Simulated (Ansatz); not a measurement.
KI (rock salt, Fm-3m), a = b = c = 7.182 Å, α = β = γ = 90.00°; the cell used has 2 atoms.

Relaxed with PBE. PBE in the plane-wave PAW code Ansatz gives a gap of 3.86 eV.

### Question
What gap does HSE06 give on the same cell (Ansatz, PAW)?

### Answer
4.84 eV, 0.99 eV more. The hybrid was solved on a coarser mesh and at special points; its gap is the smallest among all of these.

```
k  v1 PBE  c1 PBE    v1 HSE06    c1 HSE06
-  ------  ------  ----------  ----------
Γ    0.00    3.86        0.00        4.84
X   -0.34    5.02  (withheld)  (withheld)
L   -0.30    5.47  (withheld)  (withheld)
W   -0.54    6.44  (withheld)  (withheld)
K   -0.35    5.63  (withheld)  (withheld)
```

### Question
Top valence (v1) and lowest conduction level (c1) in eV from each method's valence maximum (which need not be a listed point): supply the withheld HSE06 values.

### Answer

- K, v1 HSE06: -0.37
- K, c1 HSE06: 6.64
- X, v1 HSE06: -0.37
- X, c1 HSE06: 6.00
- W, v1 HSE06: -0.57
- W, c1 HSE06: 7.50
- L, v1 HSE06: -0.31
- L, c1 HSE06: 6.43

Cost on shared cores: the PBE run (SCF on a 7×7×7 mesh, then bands and DOS) very roughly 19 core-seconds, the HSE06 run (SCF on 5×5×5, then a few points) about 3 core-minutes (a rough figure); the tasks are unlike.

Symmetry was held in the PBE relaxation; phonons on a q-mesh show no instability. Scalar-relativistic: spin–orbit coupling is off unless named, which matters more the heavier the elements.

Potentials: the later of the program's two PAW sets.
